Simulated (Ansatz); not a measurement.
## LiB2H4: from a guess to a relaxed structure

Method: DFT PBE, scalar-relativistic, plane waves, PAW in Ansatz. Cutoff 420 eV, Gaussian smearing, Γ-centred meshes. Cell and atoms relax first on a coarse mesh and then on a finer one. In between, the cell is made exact in the group found at 0.06 Å. In metals the finer mesh still leaves noise of several meV/atom or more. The steps can't lower the symmetry of their start. No spin polarisation.

Recipe of this trial structure of LiB2H4: ordered mixture with vacancies on the cation sites of caesium chloride (I4/mmm, No. 139) (occupants of the shared sites, in ratio, Li: 1, B: 2, vacant: 1). Lengths were set from tabulated atomic sizes, so they are only a guess.

```
Li B H
1.0
    -2.08570    2.08570    5.89926
     2.08570   -2.08570    5.89926
     2.08570    2.08570   -5.89926
Li B H
1 2 4
Direct
  0.00000 0.00000 0.00000
  0.25000 0.25000 0.00000
  0.75000 0.75000 0.00000
  0.62500 0.12500 0.50000
  0.87500 0.37500 0.50000
  0.12500 0.62500 0.50000
  0.37500 0.87500 0.50000
```

The zero of energy is the elements' standard structures at the same level (H₂ as a molecule); no fitted shifts are applied.

Task: Where does the relaxation end?

Result: The symmetry stays I4/mmm (No. 139). The volume per atom shrinks by 52.3 %, from 14.7 to 7.0 Å³. The shortest distance goes from 2.55 Å (B–H and Li–H) to 1.51 Å (B–H). The ratio c/a of the conventional cell changes by a factor of 1.45. The energy falls by about 1.5 eV/atom (the start's value is from the coarse mesh). The end is written in a standard setting, so origin, axes and order of atoms can differ from the start's. Conventional cell: a = 2.877 Å, c = 11.817 Å. Li has 8 H at 1.98 Å and 8 B at 2.22 Å; B has 4 H at 1.51 Å, 1 B at 1.79 Å and 4 Li at 2.22 Å; around H lie 2 B at 1.51 Å and 2 Li at 1.98 Å.

```
Li B H
1.0
    -1.43870    1.43870    5.90872
     1.43870   -1.43870    5.90872
     1.43870    1.43870   -5.90872
Li B H
1 2 4
Direct
  0.00000 0.00000 0.00000
  0.42409 0.42409 0.00000
  0.57591 0.57591 0.00000
  0.61481 0.11481 0.50000
  0.88519 0.38519 0.50000
  0.11481 0.61481 0.50000
  0.38519 0.88519 0.50000
```

Task: Give its energy and gap.

Result:

* Energy over the elements: +0.38 eV/atom
* Gap on the 18×18×18 mesh of the 7-atom cell: 0 eV (a metal)

A positive value: parting into the elements would lower its energy.

The last run used Gaussian smearing of 0.10 eV. Weakly bound directions are ill-defined at this level, which has no dispersion term. The cell is a metal run without spin; a magnetic state may lie lower. With hydrogen, zero-point motion can shift formation energies by some tens of meV/atom. A structure relaxed within its symmetry needn't be a true minimum. Another cell of LiB2H4 relaxed alike, in P-1, lies 0.54 eV/atom lower, so this cell isn't the stable form at this level.
